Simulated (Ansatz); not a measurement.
AgPt$_{3}$ (Cu3Au type, Pm-3m) at seven volumes, plane-wave PAW PBEsol (Ansatz code), scaled uniformly. One row is withheld.

```tsv
V (Å³/atom)	P (GPa)
13.917	29.23
14.375	17.56
14.834	7.93
15.293	0.00
15.752	-6.53
16.210	?
16.669	-16.25
```

Fit the shown pressures and predict the withheld one.

P = (3/2)B₀(x^(7/2) − x^(5/2))[1 + (3/4)(B′ − 4)(x − 1)] with x = (V₀/V)^(2/3). Least squares on the six rows gives V₀ = 15.293 Å³/atom, B₀ = 239 GPa, B′ = 5.51. At V = 16.210, x = 0.9619 and P = -11.85 GPa. The run itself gave -11.88 GPa.

The workflow started from an entry of the Crystallography Open Database (COD). Its standing as an ambient phase is unchecked. The cell was relaxed with PBEsol under the symmetry of its start; of distortions, only those at the zone centre were tested. The run is not spin-polarised. Scalar-relativistic: spin–orbit coupling is off unless named, which matters more the heavier the elements.

Potentials: the later of the program's two PAW sets.
